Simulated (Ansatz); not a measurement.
VBrO:
```yaml
crystal:
  lattice:
    - [3.41837, 0.00000, 0.00000]
    - [0.00000, 3.75351, 0.00000]
    - [0.00000, 0.00000, 8.50285]
  atoms:
    - { symbol: V, position: [0.50000, 0.50000, 0.39438] }
    - { symbol: V, position: [0.00000, 0.00000, 0.60562] }
    - { symbol: Br, position: [0.00000, 0.50000, 0.17699] }
    - { symbol: Br, position: [0.50000, 0.00000, 0.82301] }
    - { symbol: O, position: [0.50000, 0.00000, 0.46158] }
    - { symbol: O, position: [0.00000, 0.50000, 0.53842] }
```
The run is spin-polarised; directions of the spins, atom by atom: ↑ ↑ 0 0 0 0.

Relaxed with r²SCAN+D4. Special points in fractions of this cell's reciprocal vectors: Γ (0.000, 0.000, 0.000); X (0.500, 0.000, 0.000); S (0.500, 0.500, 0.000); Y (0.000, 0.500, 0.000); Z (0.000, 0.000, 0.500); U (0.500, 0.000, 0.500); R (0.500, 0.500, 0.500); T (0.000, 0.500, 0.500).

List the band energies nearest the valence-band maximum at these points for DFT-r²SCAN+D4 in the program Ansatz with PAW potentials.

In eV from the valence-band maximum; about four levels below and three above (degenerate sets whole), none deeper than 8.9 eV; points with the same levels are listed once.

| k | below | above |
|---|---|---|
| Γ ↑ | -1.61 -1.27 -0.78 -0.56 | 1.42 1.72 2.23 |
| X ↑ | -0.51 -0.51 -0.46 -0.46 | 1.14 1.14 2.27 2.27 |
| S ↑ | -0.75 -0.75 0.00 0.00 | 0.24 0.24 2.48 2.48 |
| Y ↑ | -1.21 -1.21 -0.23 -0.23 | 0.82 0.82 2.86 2.86 |
| Z ↑ | -1.61 -1.26 -0.78 -0.57 | 1.35 1.79 2.13 |
| U ↑ | -0.55 -0.55 -0.46 -0.46 | 1.14 1.14 2.16 2.16 |
| R ↑ | -0.71 -0.71 -0.06 -0.06 | 0.23 0.23 2.47 2.47 |
| T ↑ | -1.20 -1.20 -0.23 -0.23 | 0.73 0.73 2.83 2.83 |
| Γ ↓ | -2.50 -2.49 -2.23 -2.02 | 2.09 2.18 2.43 |
| X ↓ | -3.59 -3.59 -1.84 -1.84 | 2.34 2.34 2.77 2.77 |
| S ↓ | -3.45 -3.45 -3.25 -3.25 | 1.44 1.44 2.78 2.78 |
| Y ↓ | -3.22 -3.22 -2.20 -2.20 | 1.82 1.82 2.30 2.30 |
| Z ↓ | -2.50 -2.34 -2.22 -2.17 | 2.09 2.22 2.40 |
| U ↓ | -3.56 -3.56 -1.84 -1.84 | 2.34 2.34 2.77 2.77 |
| R ↓ | -3.48 -3.48 -3.17 -3.17 | 1.43 1.43 2.83 2.83 |
| T ↓ | -2.65 -2.65 -2.20 -2.20 | 1.77 1.77 2.25 2.25 |

Space group Pmmn. The workflow started from a Materials Project entry (that database holds measured and hypothetical structures alike); the Crystallography Open Database files this formula in space group No. 59, but the cells were not matched. Whether it is the stable phase at ambient conditions was not checked. The r²SCAN+D4 relaxation kept the symmetry of its start; its stability against distortions is not shown here. Magnetic state: ferromagnetic, the only order run, not a proven ground state. Other orbital occupations within this spin state were not tried. No Hubbard U is applied. Scalar-relativistic: spin–orbit coupling is off unless named, which matters more the heavier the elements.

Potentials: the later of the program's two PAW sets.
